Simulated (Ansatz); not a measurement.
**¹⁷O nuclear quadrupole resonance in AlHSO5**

Cell: a computed structure from the Materials Project (it need not be an observed phase), taken as it stands.

```cif
data_structure
_symmetry_space_group_name_H-M 'P 1'
_symmetry_Int_Tables_number 1
_cell_length_a 5.0956
_cell_length_b 5.0956
_cell_length_c 7.0754
_cell_angle_alpha 109.905
_cell_angle_beta 109.905
_cell_angle_gamma 90.777
_cell_volume 160.67
loop_
_atom_site_label
_atom_site_type_symbol
_atom_site_fract_x
_atom_site_fract_y
_atom_site_fract_z
_atom_site_occupancy
Al1 Al 0.50000 0.50000 0.00000 1
Al2 Al 0.50000 0.50000 0.50000 1
H3 H 0.71940 0.28060 0.25000 1
H4 H 0.28060 0.71940 0.75000 1
S5 S 0.13088 0.86912 0.25000 1
S6 S 0.86912 0.13088 0.75000 1
O7 O 0.19534 0.17928 0.34954 1
O8 O 0.82072 0.80466 0.15046 1
O9 O 0.80466 0.82072 0.65046 1
O10 O 0.17928 0.19534 0.84954 1
O11 O 0.25850 0.76055 0.08336 1
O12 O 0.23945 0.74150 0.41664 1
O13 O 0.74150 0.23945 0.91664 1
O14 O 0.76055 0.25850 0.58336 1
O15 O 0.58478 0.41522 0.25000 1
O16 O 0.41522 0.58478 0.75000 1
```

Sites (sets of like atoms) are named by element and the number of their first atom in this list.

Method: Kohn–Sham DFT in Ansatz, PBE, plane waves and PAW, scalar-relativistic, 420 eV cutoff, Γ-centred 5×5×4 k-points, Fermi–Dirac smearing 0.02 eV.

¹⁷O: I = 5/2, Q = -25.58 mb (year-2017 value). Static lattice, zero field.

**Question.** Predict the zero-field ¹⁷O lines of each site.

**Answer.** For I = 5/2 and η = 0 the lines are 3|C_Q|/20 and twice that; η pulls their ratio below 2. At large η the states mix, and weaker lines appear at sums of the main ones; lines under 5 % of the strongest are left out.

| site | atoms | V_zz (10²¹ V/m²) | C_Q (MHz) | η | line frequencies (MHz) |
| --- | --- | --- | --- | --- | --- |
| O7 | 7, 8, 9, 10 | 14.88 | -9.20 | 0.11 | 1.40, 2.75 |
| O11 | 11, 12, 13, 14 | 14.71 | -9.10 | 0.09 | 1.38, 2.72 |
| O15 | 15, 16 | -12.55 | 7.77 | 0.86 | 1.86, 2.10, 3.97 |

At O7 and O11 V_zz points along the shorter of its two bonds, to S (within 6°) in each case.

The largest force is 0.3 eV/Å, so the atoms aren't at the calculated equilibrium and relaxing them would move these values.
